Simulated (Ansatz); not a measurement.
**Si2Ni: stable or not**

It was relaxed at this level from a cell as deposited in COD.

The calculation used Ansatz, DFT PBE, scalar-relativistic, plane waves, PAW. Settings of the last relaxation (3-atom cell): 420 eV, 14×14×14 k points, Gaussian smearing of 0.10 eV, no spin polarisation.

```
Si Ni
1.0
     0.00000    2.72346    2.72346
     2.72346    0.00000    2.72346
     2.72346    2.72346    0.00000
Si Ni
2 1
Direct
  0.25000 0.25000 0.25000
  0.75000 0.75000 0.75000
  0.00000 0.00000 0.00000
```

Formation energies are uncorrected and refer to the elements' standard structures at the same level.

Question: These tests were run: energy against the elements; phonons on a 2×2×2 q mesh; elastic tensor. What do they show?

Answer:

| test | result |
| --- | --- |
| energy against the elements | −0.35 eV/atom |
| phonons on a 2×2×2 q mesh | no imaginary mode on the mesh |
| elastic tensor | least eigenvalue 53 GPa |

It fails none of these tests. Competing phases weren't compared here.

Trial moments died out on the coarse mesh, so the last step has no spin; another magnetic start might hold. The run for the phonons used a 14×14×14 k mesh and Fermi–Dirac smearing of 0.15 eV. The run for the elastic tensor used a 14×14×14 k mesh and Fermi–Dirac smearing of 0.15 eV.
